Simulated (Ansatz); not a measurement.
# Data sheet: YPb$_{2}$ (DFT)

YPb$_{2}$:
```xyz
6
Lattice="2.2523 -8.1969 0.0000 2.2523 8.1969 0.0000 0.0000 0.0000 4.4662" Properties=species:S:1:pos:R:3 pbc="T T T"
Pb     2.2523    -1.1172     3.3497
Pb     2.2523     1.1172     1.1166
Y      2.2523    -6.6309     3.3497
Y      2.2523     6.6309     1.1166
Pb     2.2523     4.0897     3.3497
Pb     2.2523    -4.0897     1.1166
```

Space group Cmcm (No. 63); conventional cell a = 4.5046 Å, b = 16.3938 Å, c = 4.4662 Å, α = β = γ = 90.00°.

Method: plane-wave PAW PBEsol (Ansatz code). Structure relaxed to zero pressure with the same functional. Other levels are named where they apply.

Cell and energy:

```yaml
volume_per_atom: 27.48 Å³
density: 10.14 g/cm³
Formation energy from the elements (no fitted shifts): -0.45 eV/atom
```

Electronic structure:

```yaml
electronic_character: metallic (no gap)
Density of states at the Fermi level: 0.55 states/eV per atom (mean over ±0.08 eV)
Gap with spin–orbit coupling: none (metallic)
```

Mechanics:

```yaml
Bulk modulus (Birch–Murnaghan fit): 58.1 GPa
Pressure derivative B′: 4.6
```

The workflow started from an entry of the Crystallography Open Database (COD). Its standing as an ambient phase is unchecked. The PBEsol relaxation kept the symmetry of its start; its stability against distortions is not shown here. No spin polarisation was allowed. Axis ratios of metals converge slowly with the k-mesh, so a and c are less sure than the volume. The references are the lowest solids computed at this level, not always the standard phases. Scalar-relativistic: spin–orbit coupling is off unless named, which matters more the heavier the elements.

Potentials: the later of the program's two PAW sets.
